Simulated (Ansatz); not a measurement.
The relaxed structure here is a generated cell of ZnInGaO4: the first start was made by a random draw of sites in a space group, and the end was not matched to a known phase here, so it may be hypothetical. Known forms of ZnInGaO4 include space group No. 160.

A structure of ZnInGaO$_{4}$ relaxed with PBEsol (plane waves to 420 eV, PAW, scalar-relativistic; Ansatz, a program for electronic structure); single points at other levels follow on the same geometry (Ansatz, PAW; PBEsol+SOC at 420 eV on a 8×8×6 k-mesh; spin-orbit coupling only where +SOC is written). Space group P-42m (No. 111).

```
CELL_PARAMETERS angstrom
      4.25653     0.00000     0.00000
      0.00000     4.25653     0.00000
      0.00000     0.00000     5.27306
ATOMIC_POSITIONS crystal
  Ga 0.50000 0.50000 0.00000
  In 0.00000 0.00000 0.00000
  O  0.73586 0.73586 0.76023
  O  0.26414 0.26414 0.76023
  O  0.73586 0.26414 0.23977
  O  0.26414 0.73586 0.23977
  Zn 0.00000 0.00000 0.50000
```

| level | gap (eV) | kind | conduction minimum |
|---|---|---|---|
| PBEsol | 0.24 | indirect | Γ |
| PBEsol+SOC | … | … | … |

What belongs in the gaps?


- PBEsol+SOC, gap (eV): 0.24
- PBEsol+SOC, kind: indirect
- PBEsol+SOC, conduction minimum: Γ

The shift from spin-orbit coupling is approximate. No spin polarisation in the result.

The run could not lose the symmetry of its start, so the end can be a saddle point.
